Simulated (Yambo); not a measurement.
Yambo run on Si2N2O (space group Cmc2_1, No. 36). The wavefunctions come from this Quantum ESPRESSO step (PBEsol, PseudoDojo standard norm-conserving files, scalar-relativistic):

```
&CONTROL
  calculation = 'nscf'
  pseudo_dir = './pseudo'
  outdir = './out'
/
&SYSTEM
  ibrav = 0
  nat = 10
  ntyp = 3
  ecutwfc = 84.0
  ecutrho = 336.0
  occupations = 'fixed'
  force_symmorphic = .true.
  nbnd = 175
/
&ELECTRONS
  conv_thr = 1e-08
  diago_full_acc = .true.
  diago_thr_init = 1e-08
/
ATOMIC_SPECIES
N 14.0070 N.upf
O 15.9990 O.upf
Si 28.0850 Si.upf
CELL_PARAMETERS angstrom
  4.444855000000  -2.752055000000   0.000000000000
  4.444855000000   2.752055000000   0.000000000000
  0.000000000000   0.000000000000   4.858610000000
ATOMIC_POSITIONS crystal
N   0.095640000000   0.342880000000   0.615020000000
N   0.904360000000   0.657120000000   0.115020000000
N   0.657120000000   0.904360000000   0.615020000000
N   0.342880000000   0.095640000000   0.115020000000
O   0.791280000000   0.208720000000   0.221290000000
O   0.208720000000   0.791280000000   0.721290000000
Si   0.026680000000   0.327580000000   0.270700000000
Si   0.973320000000   0.672420000000   0.770700000000
Si   0.672420000000   0.973320000000   0.270700000000
Si   0.327580000000   0.026680000000   0.770700000000
K_POINTS automatic
2 2 2 0 0 0
```

Yambo input:

```
rim_cut
gw0
dyson
el_el_corr
HF_and_locXC
ppa
em1d
RandQpts= 1000000
RandGvec= 1 Ry
EXXRLvcs= 84 Ry
VXCRLvcs= 336 Ry
Chimod= "HARTREE"
% BndsRnXp
 1 | 174 |
%
NGsBlkXp= 7 Ry
% LongDrXp
 1.0 | 1.0 | 1.0 |
%
PPAPntXp= 27.2114 eV
% GbndRnge
 1 | 174 |
%
GTermKind= "BG"
DysSolver= "n"
ExtendOut
% QPkrange
 1 | 1 | 24 | 25 |
 2 | 2 | 24 | 25 |
 3 | 3 | 24 | 25 |
 4 | 4 | 24 | 25 |
 5 | 5 | 24 | 25 |
 6 | 6 | 24 | 25 |
%
```

k points by index: 1 = Γ, 2 = (0, 0, -0.5), 3 = (0, -0.5, 0), 4 = (0, -0.5, -0.5), 5 = (-0.5, -0.5, 0), 6 = (-0.5, -0.5, -0.5).

Table of the .qp output:

```
#    K-point    Band    Eo [eV]    E [eV]    E-Eo [eV]    Vxc [eV]    Vnlxc [eV]    Sc|Eo [eV]    Sc|E [eV]    dSc/dw|Eo [eV]    Re(Z)    Im(Z)
#
    1    24    0.000000    -0.985144    -0.985144    -17.10378    -21.46911    3.150816    3.380179    -6.334804    0.811160    -0.001078
    1    25    5.017232    5.827742    0.810509    -11.16646    -6.536671    -3.676021    -3.819281    -4.809186    0.849809    -0.895810E-3
    2    24    -0.229216    -1.250982    -1.021766    -17.20427    -21.68756    3.222315    3.461517    -6.369772    0.810316    -0.001085
    2    25    5.756207    6.912892    1.156685    -11.58099    -6.162962    -4.047290    -4.261342    -5.035235    0.843851    -0.917232E-3
    3    24    -0.443569    -1.478444    -1.034876    -16.91503    -21.41980    3.227475    3.469900    -6.373807    0.810218    -0.001092
    3    25    6.770517    7.886022    1.115505    -11.02092    -5.796950    -3.905493    -4.108467    -4.950878    0.846065    -0.933365E-3
    4    24    -0.716859    -1.789773    -1.072915    -17.23072    -21.90663    3.351055    3.602999    -6.389227    0.809846    -0.001094
    4    25    6.821359    7.924042    1.102683    -11.12856    -5.934697    -3.890580    -4.091180    -4.949866    0.846091    -0.926973E-3
    5    24    -0.283983    -1.254438    -0.970455    -16.61236    -20.82521    3.016052    3.242396    -6.346030    0.810889    -0.001085
    5    25    6.297051    7.498979    1.201927    -11.85860    -6.321518    -4.109652    -4.335156    -5.104963    0.842031    -0.929909E-3
    6    24    -0.656221    -1.697702    -1.041481    -16.22815    -20.57275    3.059748    3.303117    -6.358033    0.810599    -0.001098
    6    25    6.000946    7.197325    1.196379    -11.89654    -6.523081    -3.954543    -4.177081    -5.061191    0.843173    -0.922419E-3
```
(The two width columns are left out.) Convergence of these settings isn't established.

Geometry of the Materials Project entry, not relaxed at this level.
